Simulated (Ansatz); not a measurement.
With plane-wave PAW PBE (Ansatz code), FeCo in the CsCl type structure (Pm-3m) relaxes to a = 2.845 Å. Against the elements it lies at -0.066 eV/atom, with no fitted shifts.

Electronic character: metallic (no gap). The magnetic state found is ferromagnetic. The net moment is 2.27 μB per atom.

The bulk modulus is 193 GPa.

The PBE relaxation kept the symmetry of its start. The final state is ferromagnetic, chosen from 4 collinear starts compared on coarse meshes (ties went to the first, and starts can fall back to one state), not a proven ground state. Textbook magnetic order: ferromagnetic. The references are the lowest solids computed at this level, not always the standard phases.

Potentials: the earlier of the program's two PAW sets.
